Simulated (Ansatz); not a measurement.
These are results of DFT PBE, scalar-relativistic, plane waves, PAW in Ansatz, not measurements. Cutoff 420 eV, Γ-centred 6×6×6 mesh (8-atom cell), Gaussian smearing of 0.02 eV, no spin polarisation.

The zero of energy is the elements' standard structures at the same level; no fitted shifts are applied. The references include black phosphorus.

**Question.** Propose a candidate for a cubic semiconductor with formula In₃GaP₄, with a gap near 0.6 eV, a formation energy near −0.28 eV/atom and about 25 Å³ per atom, in a cell of 8 atoms.

**Answer.** In₃GaP₄, space group P-43m (No. 215). In is surrounded by 4 P at 2.57 Å; around Ga lie 4 P at 2.42 Å; P has 1 Ga at 2.42 Å and 3 In at 2.57 Å.

```xyz
8
Lattice="5.8462 0.0000 0.0000 0.0000 5.8462 0.0000 0.0000 0.0000 5.8462" Properties=species:S:1:pos:R:3 pbc="T T T"
In    0.0000    0.0000    2.9231
In    0.0000    2.9231    0.0000
In    2.9231    0.0000    0.0000
Ga    2.9231    2.9231    2.9231
P     1.5257    1.5257    1.5257
P     1.5257    4.3205    4.3205
P     4.3205    1.5257    4.3205
P     4.3205    4.3205    1.5257
```

| Quantity | Value |
| --- | --- |
| Volume per atom | 24.98 Å³ |
| Density | 4.47 g/cm³ |
| Energy over the elements | −0.275 eV/atom |
| Gap on the 6×6×6 mesh of the 8-atom cell | 0.62 eV |

The structure comes from a generated guess, relaxed at this level; another structure or a mixture of phases may lie lower. The answer needn't be unique; the calculation gave this one.

Kohn–Sham gaps at this level usually fall short of measured ones. The reference form of P is held partly by dispersion forces, which this level lacks. Symmetry constrained the relaxation, so the result can be a saddle point.
